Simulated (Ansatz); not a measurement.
BaN2 in space group C2/c (No. 15; Ba on 4e, N on 8f), plane-wave PAW PBE (Ansatz code), all energies at zero smearing, with the estimated change up to a 700 eV cutoff added, with one set of potentials and settings (totals compare only within such a set). Cell of 6 atoms (2 Ba, 4 N): -13438.337 eV.

| element | reference phase | E (eV/atom) |
|---|---|---|
| Ba | Im-3m, 1 atoms in the cell | -5949.5401 |
| N | Pa-3, 8 atoms in the cell | -384.0325 |

Formation energy per atom, worked out: (-13438.337 − 2×(-5949.5401) − 4×(-384.0325))/6 = -0.521 eV/atom (-50 kJ per mol of atoms), at 0 K, without zero-point energy or fitted corrections.

The first step of the workflow began from a Materials Project structure, measured or hypothetical; the Crystallography Open Database copy checked does not list it. Its standing as an ambient phase is unchecked. Symmetry was held in the PBE relaxation; its stability against distortions is not shown here. The references are the lowest solids computed at this level, not always the standard phases (solids in place of the gases). Scalar-relativistic: spin–orbit coupling is off unless named, which matters more the heavier the elements.

Potentials: the later of the program's two PAW sets.
